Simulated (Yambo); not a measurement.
**How GW settings move the gap: SrHI monolayer**

G0W0@PBEsol for a free-standing SrHI monolayer (symmetry P4/nmm, slab cell 20.5 Å high) in Yambo. Reference settings: 4×4×1 Γ-centred k mesh, 176 bands and a 6 Ry block in the screening, 176 bands in G with the Bruneval-Gonze terminator, plasmon pole fitted at 27.2 eV, slab-truncated Coulomb interaction, stochastic integration of W near q = 0. The PBEsol gap (0, 0.25) → Γ on this mesh is 3.80 eV; G0W0 gaps are taken between the same points.

```csv
change from the reference,"G0W0 gap (0, 0.25) → Γ (eV)",shift of the valence edge (eV),rough Yambo cost
reference settings,6.37,-1.35,1
"112 bands in W, 112 bands in G",6.39,-1.24,within a factor of two
65 bands in G,6.39,-1.21,–
112 bands in G,6.38,-1.32,–
80 bands in W,6.39,-1.20,within a factor of two
5 Ry block,6.33,-1.32,within a factor of two
pole fitted at 15 eV,6.35,-1.29,–
"65 bands in G, no terminator",6.41,-0.76,–
no terminator,6.40,-1.20,–
```

The reference isn't shown to be the converged limit. Costs are rough (shared machines), scaled to the same edge states, and given only for runs that recompute the screening. The mesh misses a band edge: along a dense path the PBEsol gap is 3.75 eV against 3.80 eV on the mesh.

Spin-orbit coupling is left out, which matters for elements this heavy: edges can move by tenths of an eV.

Geometry relaxed with PBEsol; primitive cell a = 4.213 Å, b = 4.213 Å, c = 20.500 Å, α = 90.00°, β = 90.00°, γ = 90.00°.

This is a model layer cut from the bulk structure; whether it is stable on its own was not checked.

A shift is the quasiparticle energy of the state minus its PBEsol energy.
